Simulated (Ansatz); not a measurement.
Input and command of a plane-wave DFT calculation in Ansatz:

```yaml
crystal:
  lattice:
    - [3.8123023599, 0.0, 0.0]
    - [-1.90615118, 3.3015506906, 0.0]
    - [0.0, 0.0, 19.6690977635]
  atoms:
    - { symbol: Si, position: [0.6666666667, 0.3333333333, 0.3813087967] }
    - { symbol: Si, position: [0.0, 0.0, 0.4604362656] }
    - { symbol: Ni, position: [0.6666666667, 0.3333333333, 0.5] }
    - { symbol: Si, position: [0.3333333333, 0.6666666667, 0.5395637344] }
    - { symbol: Si, position: [0.6666666667, 0.3333333333, 0.6186912033] }
basis:
  ecutwfc: 420
kpoints:
  mp_grid: { grid: [9, 9, 1] }
hamiltonian:
  xc: pbesol
scf:
  occupations: { method: gaussian, width: 0.1 }
output:
  forces: true
  stress: true
  eigenvalues: true
  write_density: true
  write_potential: true
  elf: true
  volumetric_format: npy
efield:
  axis: 3
  dipole_correction: true
  ramp_width: 0.04
```

```bash
ansatz run input.yaml --threads 1 --pin off --max-ram 2560MiB --backend cpu --events-out ev --progress --plain --runs-dir out
```

Processor: Arm Neoverse V1, 1 thread, on a host shared with other jobs.

Q: Estimate time, memory and problem size.

A: About 11 s on 1 thread of Arm Neoverse V1, with other jobs on the host, peak memory 0.41 GiB. It solves 22 bands at 12 k points (the mesh reduced by the symmetry that the task leaves, which can be less than the crystal's) with about 4841 plane waves, in 8 SCF iterations.
